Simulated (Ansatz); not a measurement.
Data:

SiSnO$_{3}$:
Space group P4mm (No. 99); a = b = 3.465 Å, c = 4.734 Å, α = β = γ = 90.00°

| atom | site | symmetry | x | y | z |
|---|---|---|---|---|---|
| Si | 1b | 4mm | 0.5000 | 0.5000 | 0.4912 |
| Sn | 1a | 4mm | 0.0000 | 0.0000 | 0.0211 |
| O | 1b | 4mm | 0.5000 | 0.5000 | 0.8324 |
| O | 2c | 2mm. | 0.0000 | 0.5000 | 0.3806 |

This is the r²SCAN-relaxed structure.

Task: All from the program Ansatz at the r²SCAN level (PAW), unless another level is named. Estimate the gap with spin–orbit coupling.

Result: 1.30 eV.

Task: What about the formation energy from the elements (no fitted shifts)?

Result: -1.94 eV/atom.

Task: Next, the smallest direct gap on the standard path?

Result: 1.92 eV.

Task: Next, the band gap?

Result: 1.31 eV (indirect).

Task: Next, the valence-band maximum?

Result: at X.

Task: Next, the conduction-band minimum?

Result: at Γ.

The cell is a constructed one: a structure type filled with these elements; neither database checked (COD, Materials Project) lists it. Whether it is the stable phase at ambient conditions was not checked. Symmetry was held in the r²SCAN relaxation; whether a distortion lowers the energy is not shown. The references are the lowest solids computed at this level, not always the standard phases (solids in place of the gases). Spin–orbit coupling is left out wherever it is not named.

Potentials: the later of the program's two PAW sets.
